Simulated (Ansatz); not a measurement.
Level of theory: DFT PBE, scalar-relativistic, plane waves, PAW in Ansatz 0.2.0. Settings: cutoff 420 eV, Γ-centred meshes spaced at most about 0.3 Å⁻¹, and about 0.25 Å⁻¹ or finer for metals (2π included), Gaussian smearing. Collinear spin in cells that started with moments and kept them past the coarse steps, no spin elsewhere.

These are static total energies at zero pressure. All come from trial cells, and lower structures may exist.

Question: Which of these relaxed structures of Ru₂Rh is the lowest in energy?
A.

```xyz
6
Lattice="0.0000 3.5439 3.5439 3.5439 0.0000 3.5439 3.5439 3.5439 0.0000" Properties=species:S:1:pos:R:3 pbc="T T T"
Ru    4.4299    4.4299    4.4299
Ru    4.4299    2.6579    2.6579
Ru    2.6579    2.6579    4.4299
Ru    2.6579    4.4299    2.6579
Rh    0.0000    0.0000    0.0000
Rh    1.7720    1.7720    1.7720
```

B.

```xyz
6
Lattice="2.7241 0.0000 0.0000 -1.3621 2.3592 0.0000 0.0000 0.0000 12.9443" Properties=species:S:1:pos:R:3 pbc="T T T"
Ru    0.0000    1.5728    7.5160
Ru    1.3621    0.7864    1.0438
Ru    0.0000    1.5728   11.9005
Ru    1.3621    0.7864    5.4283
Rh    0.0000    1.5728    3.2361
Rh    1.3621    0.7864    9.7082
```

C.

```xyz
3
Lattice="2.6845 0.0000 0.0000 0.0000 2.6845 0.0000 0.0000 0.0000 6.1569" Properties=species:S:1:pos:R:3 pbc="T T T"
Ru    1.3423    1.3423    1.9322
Ru    1.3423    1.3423    4.2248
Rh    0.0000    0.0000    0.0000
```

D.

```xyz
3
Lattice="4.2917 0.0000 0.0000 -2.1458 3.7167 0.0000 0.0000 0.0000 2.6776" Properties=species:S:1:pos:R:3 pbc="T T T"
Ru    0.0000    2.4778    1.3388
Ru    2.1458    1.2389    1.3388
Rh    0.0000    0.0000    0.0000
```

Answer: B. It has Ru and Rh ordered on hcp sites, space group P6_3/mmc (No. 194); the next, D, with space group P6/mmm (No. 191), lies 264 meV/atom higher. Counting all near atoms (those within 1.25 times the shortest distance at each site), the lowest has Ru 12, Rh 12 and the next has Ru 11, Rh 14.

Cells relaxed within their symmetry can be saddle points. Some types were kept out of the candidates beforehand, so the set may lack a known form.
